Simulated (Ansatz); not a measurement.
The elements of this relaxed trial crystal are hidden behind letters.

```
lattice vectors (Å)
  -1.5024    2.1641    4.4930
   1.5024   -2.1641    4.4930
   1.5024    2.1641   -4.4930
fractional positions
X 0.5000 0.0000 0.5000
X 0.8450 0.3450 0.5000
X 0.1550 0.6550 0.5000
Z 0.3272 0.3272 0.0000
Z 0.6728 0.6728 0.0000
```

The calculation used Ansatz 0.2.0, DFT PBE, scalar-relativistic, plane waves, PAW. Plane waves to 420 eV, a 16×16×16 mesh through Γ for the 5-atom cell and 0.10 eV Gaussian smearing; no spin polarisation.

```
Space group                                 : Immm (No. 71)
Conventional cell                           : a = 3.005 Å, b = 4.328 Å, c = 8.986 Å
Volume per atom                             : 11.69 Å³
Density                                     : 16.36 g/cm³
Energy over the elements                    : +0.08 eV/atom
Gap on the 16×16×16 mesh of the 5-atom cell : 0 eV (a metal)
```

Energies are uncorrected and count from the elements' standard states at the same level.

Task: X is a d-block element of period 6 and Z is a p-block element of period 2. Which elements are they?

Result: X = W, Z = C, so the formula is W3C2. Density times volume gives a mean mass of 16.36 × 11.69/1.6605 = 115.2 u per atom, and this set has 115.1 u. W on a site of symmetry mmm is surrounded by 4 C at 2.16 Å and 12 W at 2.98–3.10 Å; around W on a site of symmetry mm2 lie 4 C at 2.16–2.17 Å, 1 W at 2.78 Å and 11 W at 2.98–3.14 Å; C has 6 W at 2.16–2.17 Å. Other sets within the hints have nearly the same mass, so mass alone doesn't settle it; this one was computed.

Spin–orbit coupling, which can matter for W, is left out. This cell was reached by moving the atoms of another relaxed cell at random and relaxing again, last within the group found; it had no such test of its own.
